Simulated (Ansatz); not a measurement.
Consider the following.

Ta:
```
Ta
1.0
    0.00000     3.00097     3.00097
    3.00097     0.00000     3.00097
    3.00097     3.00097     0.00000
Ta
2
Direct
  0.00000   0.00000   0.00000
  0.25000   0.25000   0.25000
```

This is the PBEsol-relaxed structure.

Task: All from DFT-PBEsol in the program Ansatz with PAW potentials, unless another level is named. Give the highest zone-centre frequency.

Result: 77 cm⁻¹.

Task: Next, the bulk modulus (Birch–Murnaghan fit)?

Result: 75.8 GPa.

Space group Fd-3m (diamond). The start of the workflow was typed in or built on a structure type; neither database checked (COD, Materials Project) lists it. It is not the phase usual at ambient conditions (space group No. 229). Symmetry was held in the PBEsol relaxation. At this level the phase is mechanically unstable. No spin polarisation was allowed. As this level gives no gap, phonon frequencies hold no LO–TO term and depend on the k-mesh and smearing (Fermi–Dirac, 0.1 eV here). Scalar-relativistic: spin–orbit coupling is off unless named, which matters more the heavier the elements.

Potentials: the later of the program's two PAW sets.
